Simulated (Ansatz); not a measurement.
NiAu:
```xyz
4
Lattice="2.8251 0.0000 0.0000 0.0000 2.8251 0.0000 0.0000 0.0000 7.0589" Properties=species:S:1:pos:R:3 pbc="T T T"
Au     0.0000     1.4125     2.4278
Au     1.4125     0.0000     4.6311
Ni     0.0000     1.4125     6.4026
Ni     1.4125     0.0000     0.6563
```
The run is spin-polarised; directions of the spins, atom by atom: 0 0 ↑ ↑.

Relaxed with r²SCAN.

Question: Give the Bader charges and basin volumes of the independent atoms, the program Ansatz at the r²SCAN level (PAW).

Answer: 

| atom | Bader charge (e) | Bader volume (Å³) |
|---|---|---|
| Au1 | -0.19 | 17.4 |
| Ni3 | +0.19 | 10.8 |

Space group P4/nmm. The start of the workflow was typed in or built on a structure type; neither database checked (COD, Materials Project) lists it. Whether it is the stable phase at ambient conditions was not checked. The r²SCAN relaxation kept the symmetry of its start; its stability against distortions is not shown here. Magnetic state: ferromagnetic, chosen from 2 collinear starts compared on coarse meshes (ties went to the first, and starts can fall back to one state), not a proven ground state. Other orbital occupations within this spin state were not tried. Scalar-relativistic: spin–orbit coupling is off unless named, which matters more the heavier the elements.

Potentials: the earlier of the program's two PAW sets.
